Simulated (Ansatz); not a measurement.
AlN:
```xyz
4
Lattice="3.1065 0.0000 0.0000 -1.5533 2.6903 0.0000 0.0000 0.0000 4.9782" Properties=species:S:1:pos:R:3 pbc="T T T"
Al     1.5533     0.8968     2.4851
Al     0.0000     1.7936     4.9742
N      1.5533     0.8968     4.3848
N      0.0000     1.7936     1.8957
```

Tensor components refer to the Cartesian frame of this cell.

### Question
Give the high-frequency dielectric tensor and the Born effective charge tensors of the independent atoms from DFPT, plane-wave PAW r²SCAN (Ansatz code).

### Answer

ε∞:
```
4.14  0.00  0.00
0.00  4.14  0.00
0.00  0.00  4.33
```
Z* of atom 1 (Al), rows: field, columns: displacement, in e:
```
2.53  0.00  0.00
0.00  2.53  0.00
0.00  0.00  2.68
```
Z* of atom 3 (N), rows: field, columns: displacement, in e:
```
-2.53   0.00   0.00
 0.00  -2.53   0.00
 0.00   0.00  -2.68
```

Static charges for comparison (Bader): Al1 +2.49, N3 -2.49 e. Born charges measure polarisation by displacement and can exceed these by far.

Space group P6_3mc (wurtzite). The cell was relaxed with r²SCAN under the symmetry of its start; phonons on a q-mesh show no instability.

Potentials: the earlier of the program's two PAW sets.
